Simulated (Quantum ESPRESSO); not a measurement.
Si$_{7}$C (made-up cell) (calculated)

Calculation on a made-up crystal cell, not a measurement: periodic Kohn-Sham density functional theory in plane waves with PseudoDojo standard norm-conserving scalar-relativistic pseudopotentials, each functional with its own files (v0.5 for PBE, v0.4.1 for LDA and PBEsol), no spin polarisation, no spin-orbit coupling, atoms not relaxed, stress positive in tension, energies less a fixed whole-eV offset for each atom's element; levels are Kohn-Sham levels at fractions of this cell's reciprocal vectors, counted from the reference band (half the neutral cell's valence electrons, rounded up) at Gamma; error bars cover cutoff and k-mesh only, not smearing or the files; added strain carries the atoms with the cell, and shear is the tensor component; each bar is the largest change over components, and at least 0.002 eV, 0.002 eV per angstrom or 0.02 GPa; energies are for the whole cell, and the offsets were chosen from early runs and are not element reference energies. Program: Quantum ESPRESSO 7.5.

### Si$_{7}$C (made-up cell)

Unstrained structure:
```
CELL_PARAMETERS angstrom
5.43760 0.03920 0.08700
0.03920 5.59000 0.00300
0.08700 0.00300 5.51480
ATOMIC_POSITIONS crystal
Si 0.01742 0.00112 0.98342
Si 0.99764 0.49009 0.50249
Si 0.49250 0.99926 0.47736
Si 0.51977 0.49228 0.99864
Si 0.24769 0.23574 0.22997
C 0.25935 0.76958 0.75826
Si 0.77056 0.25487 0.79533
Si 0.75608 0.74305 0.24512
```

- lattice type: zincblende/diamond
- functional: pbe
- cutoff: 1116 eV
- fermi dirac smearing: 0.1 eV
- scf tolerance: 1e-07 eV
- electrons removed: 0
- added strain kind: shear xy
- added strain: 0.014
- k mesh: 6 x 6 x 6, shifted by half a step
- structure shown: before the added strain of 0.014

Atoms:
```csv
atoms element,atom site,atom energy offset (eV)
Si,1,-115
Si,2,-115
Si,3,-115
Si,4,-115
Si,5,-115
C,6,-163
Si,7,-115
Si,8,-115
```

Questions
1. Estimate the stress xx of Si$_{7}$C (made-up cell).

Answers
1. 5.115 GPa

Further results for Si$_{7}$C (made-up cell):

- free energy less offsets: 2.97 eV
- smearing term minus ts: -0.02269 eV
- scf iterations: 10
- pressure: -6.914 GPa
- stress yy: 7.765 GPa
- stress zz: 7.861 GPa
- stress yz: -0.873 GPa
- stress xz: 0.2345 GPa
- stress xy: 5.306 GPa
- fermi level: -0.01804 eV
- reference band: 16
- error bar energy: 0.002153 eV
- error bar stress: 0.02 GPa
- error bar force: 0.005691 eV/Å
- error bar next band up: 0.002 eV
- error bar fermi level: 0.004159 eV
- error bars from: tighter rerun of this cell

Forces:
```csv
site,x (eV/Å),y (eV/Å),z (eV/Å)
1,1.702,-3.242,-0.006057
2,0.9417,0.8649,0.8774
3,-0.1541,-0.8458,2.735
4,-2.836,2.604,0.5748
5,0.1991,1.132,0.5044
6,0.05614,-0.04934,-0.5314
7,-0.2607,-0.598,-4.053
8,0.352,0.1343,-0.1013
```

Levels:
```csv
level k point,next band up (eV)
Gamma,0.1439
"(1/2,1/2,1/2)",-0.3962
"(0.15,0,0)",0.06642
"(0,0.15,0)",0.05582
"(0,0,0.15)",0.02481
```
